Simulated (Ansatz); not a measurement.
La$_{2}$InGe$_{2}$ in space group P4/mbm (No. 127; La on 4h, In on 2a, Ge on 4g), r²SCAN (plane waves, PAW; program Ansatz), all energies at zero smearing, with the estimated change up to a 700 eV cutoff added, with one set of potentials and settings (totals compare only within such a set). Cell of 10 atoms (4 La, 2 In, 4 Ge): -53503.572 eV.

```
element                reference phase  E (eV/atom)
-------  -----------------------------  -----------
La       P6_3/mmc, 4 atoms in the cell   -6264.8722
In         I4/mmm, 1 atoms in the cell   -5611.8812
Ge          Fd-3m, 2 atoms in the cell   -4302.9121
```

Formation energy per atom, worked out: (-53503.572 − 4×(-6264.8722) − 2×(-5611.8812) − 4×(-4302.9121))/10 = -0.867 eV/atom (-84 kJ per mol of atoms), at 0 K, without zero-point energy or fitted corrections.

The first step of the workflow began from a Materials Project structure, measured or hypothetical; the Crystallography Open Database copy checked does not list it. Whether it is the stable phase at ambient conditions was not checked. The r²SCAN relaxation kept the symmetry of its start; whether a distortion lowers the energy is not shown. The references are the lowest solids computed at this level, not always the standard phases. Scalar-relativistic: spin–orbit coupling is off unless named, which matters more the heavier the elements.

Potentials: the earlier of the program's two PAW sets.
